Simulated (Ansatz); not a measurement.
Consider the following.

Br:
```
CELL_PARAMETERS angstrom
      3.45334    -2.10156     0.00000
      3.45334     2.10156     0.00000
      0.00000     0.00000     8.70335
ATOMIC_POSITIONS crystal
  Br 0.64283 0.35717 0.38359
  Br 0.85717 0.14283 0.88359
  Br 0.14283 0.85717 0.11641
  Br 0.35717 0.64283 0.61641
```

This is the r²SCAN+D4-relaxed structure. x, y and z are the axes in which the lattice vectors are written.

**Question.** All from r²SCAN+D4 in the plane-wave PAW code Ansatz, unless another level is named. Predict the band gap.

**Answer.** 1.65 eV (smallest direct gap 1.67 eV).

**Question.** Give the conduction-band minimum.

**Answer.** on the Δ0–Γ line, 86 % of the way from Δ0 (k = -0.047, 0.047, 0.000) (2 equivalent valleys).

**Question.** And the valence-band maximum?

**Answer.** at Γ.

Space group Cmce (molecular I2 type). Symmetry was held in the r²SCAN+D4 relaxation. The substance is a gas or liquid at ambient conditions; this is its low-temperature solid. Spin–orbit coupling is left out wherever it is not named.

Potentials: the earlier of the program's two PAW sets.
